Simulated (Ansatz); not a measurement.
Structures of Hf$_{2}$Sc: which is lowest?

Plane-wave DFT in Ansatz with scalar-relativistic PAW potentials, cutoff 420 eV, Γ-centred meshes chosen by cell and gap, Gaussian smearing with energies taken to zero width. Every cell was relaxed (cell and atoms) in a run of its own, within the symmetry of its start. Functional: PBE.

Relaxed structures (starts from databases or built by putting these elements on another compound's sites):
A. P6/mmm, 3 atoms in the computed cell, a = 4.995 Å, c = 3.135 Å; sites (symmetry × multiplicity) Hf -6m2 × 2, Sc 6/mmm × 1; start: built
B. P6_3/mmc, 6 atoms in the computed cell, a = 3.230 Å, c = 15.304 Å; sites (symmetry × multiplicity) Hf 3m. × 4, Sc -6m2 × 2; start: built

Problem. Rank them by energy. Could pressure change the order?

Solution.
```csv
structure,group,E − E(lowest) (meV/atom),V (Å³/atom),gap on mesh (eV)
B,P6_3/mmc,0.0,23.04,0.00
A,P6/mmm,85,22.58,0.00
```

B is lowest, 85 meV/atom under A. The two lowest differ in volume by under 3 %, too little for a first-order estimate of what pressure does to that pair (other pairs aren't weighed here); with rigid cells even 3 % in favour of the higher one would need about 20 GPa. Other structures may lie lower than all of these, and vibrations aren't counted.

Spin-orbit coupling is left out, which matters for the bands of heavy elements.